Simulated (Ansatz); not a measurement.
# HfTeH in Ansatz, relaxation

input.yaml:

```yaml
crystal:
  lattice:
    - [3.570083, 0.0, 0.0]
    - [0.0, 3.570083, 0.0]
    - [0.0, 0.0, 8.18267]
  atoms:
    - { symbol: Hf, position: [0.0, 0.5, 0.259] }
    - { symbol: Hf, position: [0.5, 0.0, 0.741] }
    - { symbol: H, position: [0.0, 0.0, 0.0] }
    - { symbol: H, position: [0.5, 0.5, 0.0] }
    - { symbol: Te, position: [0.0, 0.5, 0.615] }
    - { symbol: Te, position: [0.5, 0.0, 0.385] }
  symmetry: { tolerance: 0.0003 }
kpoints:
  mp_grid: { grid: [9, 9, 4], shift: [0, 0, 0] }
magnetization:
  spin_polarized: false
scf:
  occupations: { method: fermi_dirac }
  lower_state_search: "off"
hamiltonian:
  pseudopotentials: { kind: paw }
  xc: r2scan
basis:
  ecutwfc: 500
  fft_grid_basis: typed
relax:
  max_steps: 40
output:
  forces: true
  stress: true
  eigenvalues: true
  bader: true
  populations: true
  elf: true
  write_potential: true
  volumetric_format: npy
  dos:
    e_range: [-12, 8]
    de: 0.05
    projected: { site_lists: { H: [H], Hf: [Hf], Te: [Te] } }
  write_density: true
checkpoint:
  read: saved_state
```

Run with:

```bash
ansatz run input.yaml --threads 2 --pin off --max-ram 2560MiB --backend cpu --events-out ev --progress --plain --runs-dir out
```

Origin of the cell: a known structure type with other elements, at an estimated volume, so it need not be a known compound.

The smearing width isn't typed, so it takes its default of 0.1 eV.

The saved state is a converged single point of the same cell.

Excerpt of the output:

```
Warning: output.stress: scf.convergence.dr2_threshold = 1e-7 eV (the SCF's general default) is looser than the 6e-10 eV advised for a printed stress (1e-10 eV for each atom of the cell: 6). W […]
Pseudopotentials: kind: paw
Pseudopotential: Hf, paw, valence charge 26, recommended cutoff 500 eV (meta_gga), Hf.paw.azcp
Pseudopotential: H, paw, valence charge 1, recommended cutoff 500 eV (meta_gga), H.paw.azcp
Pseudopotential: Te, paw, valence charge 16, recommended cutoff 500 eV (meta_gga), Te.paw.azcp
Functional definition: r2SCAN
  exchange = r2scan_x(k0 = k0, k1 = k1, a1 = a1)
  correlation = r2scan_c
Crystal: 6 atoms, lattice volume = 104.292 Å³
Basis set: ecut = 500 eV, 2685 PW (Γ), exchange–correlation on 108×108×240 points (64 copies of the dense FFT grid, shifted against one another)
Bands: 52, of which v1, the nominal top of the filled ones, is band 43 counted from 1 (42 counted from 0)
[… 12 lines left out …]
Initial density: read from a saved state, or passed on in memory by an earlier SCF of this step, an earlier step, the calling program or the single point that the run made first
Functional: x = r2scan, c = r2scan; τ floored in thin density (d = 2e-4 eV/Å³)
SCF iter   1: F=-45485.908134 eV  HF=-45485.906610 eV  Δρ=1.40e-3  dr2=4.22e-3  dr2_τ=1.91e-3
SCF iter   2: F=-45485.910920 eV  HF=-45485.911052 eV  Δρ=7.01e-4  dr2=4.39e-4  dr2_τ=6.86e-5
SCF iter   3: F=-45485.910990 eV  HF=-45485.911148 eV  Δρ=2.54e-4  dr2=1.17e-4  dr2_τ=8.39e-6
SCF iter   4: F=-45485.911093 eV  HF=-45485.911121 eV  Δρ=1.02e-4  dr2=2.41e-5  dr2_τ=1.25e-6
SCF iter   5: F=-45485.911118 eV  HF=-45485.911118 eV  Δρ=3.97e-5  dr2=2.48e-6  dr2_τ=1.78e-7
SCF iter   6: F=-45485.911119 eV  HF=-45485.911119 eV  Δρ=1.23e-5  dr2=2.53e-7  dr2_τ=6.54e-9
SCF iter   7: F=-45485.911119 eV  HF=-45485.911119 eV  Δρ=3.40e-6  dr2=1.04e-8  dr2_τ=4.61e-10
relax step   1: F+E_penalty+E_count = -45485.911119 eV  Δ(F+E_penalty+E_count) = +0.000e0 eV  max|allowed force component| = 4.771e0 eV/Å  Δτ_max = 0.0000 Å  (7 SCF iters, accepted)
relax step   2: F+E_penalty+E_count = -45487.614837 eV  Δ(F+E_penalty+E_count) = -1.704e0 eV  max|allowed force component| = 3.592e0 eV/Å  Δτ_max = 0.1950 Å  (8 SCF iters, dr2 threshold 1.00e-4 eV, accepted)
relax step   3: F+E_penalty+E_count = -45488.943875 eV  Δ(F+E_penalty+E_count) = -1.329e0 eV  max|allowed force component| = 2.585e0 eV/Å  Δτ_max = 0.1950 Å  (8 SCF iters, dr2 threshold 1.00e-4 eV, accepted)
relax step   4: F+E_penalty+E_count = -45490.098336 eV  Δ(F+E_penalty+E_count) = -1.154e0 eV  max|allowed force component| = 1.889e0 eV/Å  Δτ_max = 0.1993 Å  (8 SCF iters, dr2 threshold 1.00e-4 eV, accepted)
relax step   5: F+E_penalty+E_count = -45490.844926 eV  Δ(F+E_penalty+E_count) = -7.466e-1 eV  max|allowed force component| = 7.256e-1 eV/Å  Δτ_max = 0.1970 Å  (8 SCF iters, dr2 threshold 1.00e-4 eV, accepted)
relax step   6: F+E_penalty+E_count = -45490.997657 eV  Δ(F+E_penalty+E_count) = -1.527e-1 eV  max|allowed force component| = 4.593e-1 eV/Å  Δτ_max = 0.1000 Å  (7 SCF iters, dr2 threshold 7.77e-5 eV, accepted)
relax step   7: F+E_penalty+E_count = -45491.027616 eV  Δ(F+E_penalty+E_count) = -2.996e-2 eV  max|allowed force component| = 1.776e-1 eV/Å  Δτ_max = 0.0799 Å  (7 SCF iters, dr2 threshold 3.11e-5 eV, accepted)
relax step   8: F+E_penalty+E_count = -45491.031746 eV  Δ(F+E_penalty+E_count) = -4.130e-3 eV  max|allowed force component| = 7.196e-3 eV/Å  Δτ_max = 0.0179 Å  (6 SCF iters, dr2 threshold 4.71e-6 eV, accepted)
relax step   9: F+E_penalty+E_count = -45491.031748 eV  Δ(F+E_penalty+E_count) = -1.930e-6 eV  max|allowed force component| = 7.338e-3 eV/Å  Δτ_max = 0.0000 Å  (5 SCF iters, accepted)
SCF 10 converged in 2 iterations: F = -45491.031748 eV  dr2 = 1.89e-9
SCF converged after 2 iterations
Free energy (F): -45491.031748 eV
Harris-Foulkes:  -45491.031748 eV  (|F-HF|=1.09e-9)
Internal energy: -45490.881165 eV  (E = F + TS)
E sigma→0 (E₀):  -45490.956456 eV
Entropy (-TS):   -0.150583 eV (-25.097 meV/atom)
Fermi energy:    15.547994 eV
--- Per-component energies (eV) ---
  E_band       = -575.049807
  E_kinetic    = 1239.354456
  E_local      = -15105.189305  (includes V_loc(G=0)·N_el)
  E_nonlocal   = -3116.194328
  E_hartree    = 7567.533779
  E_xc         = -816.721213
  E_vxc        = -837.152918  (∫ρ·V_xc dr)
  E_paw        = -23275.302433  (= ΣΔE_a)
  E_vpaw       = 2065.621132  (= ΣTr[D̂ρ^β])
  E_aug_tail   = -0.000949  (compensation charges beyond the density's cutoff)
  E_vtau       = 43.449465  (kinetic-family band-sum trace: ∫τ·v_τ [+ j·A + Jᵃ·Aᵃ] dr)
  E_ewald      = -11985.573927
  E_core_change = 1.212755  (= ΣΔE_core)
  E_smearing   = -0.150583  (= −TS)
  Σ components = -45491.031748   (vs F -45491.031748, Δ=0.00e0)
--- Forces (eV/Å), atoms counted from 1 ---
  atom   1  Hf     0.000000     0.000000     0.001266
  atom   2  Hf     0.000000     0.000000    -0.001266
  atom   3  H      0.000000     0.000000    -0.000000
  atom   4  H     -0.000000     0.000000     0.000000
  atom   5  Te     0.000000     0.000000    -0.007351
  atom   6  Te    -0.000000     0.000000     0.007351
  max |Σ_I F_I| component: 8.67e-19 eV/Å
--- Stress (GPa, compression-positive) ---
        0.713870      -0.000000       0.000000
       -0.000000       0.713870      -0.000000
        0.000000      -0.000000       3.405663
  P = ⅓ Tr σ = 1.6111 GPa (16.111 kbar)
--- Relaxed structure (9 steps of the walk, 9 accepted, 0 SCFs on fresh bases) ---
  F+E_penalty+E_count = -45491.031748 eV   max|allowed force component| = 7.338e-3 eV/Å
  atoms:
    - { symbol: Hf, position: [0.0, 0.5, 0.144513] }
    - { symbol: Hf, position: [0.5, 0.0, 0.855487] }
    - { symbol: H, position: [0.0, 0.0, 1.059e-18] }
    - { symbol: H, position: [0.5, 0.5, 1.059e-18] }
    - { symbol: Te, position: [0.0, 0.5, 0.677856] }
    - { symbol: Te, position: [0.5, 0.0, 0.322144] }
--- Löwdin populations: 6 sites ---
  site symbol       q [e]
     0     Hf     25.7099
     1     Hf     25.7099
     2      H      1.1895
     3      H      1.1895
     4     Te     15.9816
     5     Te     15.9816
  spilling = 0.002765 (of n_electrons = 86.000000)
--- Bader charges: 6 sites ---
  site symbol  charge [e]  shift [e]
     0     Hf      1.6580     0.0006
     1     Hf      1.6580     0.0006
     2      H     -0.7414     0.0003
     3      H     -0.7414     0.0003
     4     Te     -0.9166     0.0003
     5     Te     -0.9166     0.0003
  estimated error of the sums over rays = 6.9e-4 e
```

Before:

Space group P4/nmm (No. 129); the run's cell has a = 3.570 Å, b = 3.570 Å, c = 8.183 Å, α = 90.00°, β = 90.00°, γ = 90.00°. Shortest distances: H–H 2.52 Å, Hf–Te 2.73 Å, H–Hf 2.77 Å, Te–Te 3.15 Å, Hf–Hf 3.57 Å.

After:

Space group P4/nmm (No. 129); the run's cell has a = 3.570 Å, b = 3.570 Å, c = 8.183 Å, α = 90.00°, β = 90.00°, γ = 90.00°. Shortest distances: H–Hf 2.14 Å, H–H 2.52 Å, Hf–Te 2.91 Å, H–Te 3.18 Å, Hf–Hf 3.46 Å, Te–Te 3.57 Å.

```yaml
Free_energy_lowered_by: 853.4 meV/atom
Final_pressure: 1.61 GPa
Relaxation_steps_listed: 9
Gap_on_the_mesh: none (metal)
```

Caveats: no moments, though an odd count or open d shells may carry them; no spin-orbit coupling, though heavy elements are present; the SCF threshold is looser than advised for a stress; the relaxation held the start's symmetry, so the end may be a saddle point.

It ran for 3.7 min on 2 threads of Arm Neoverse V1, with other jobs on the host, peak memory 0.82 GiB, from a saved density.
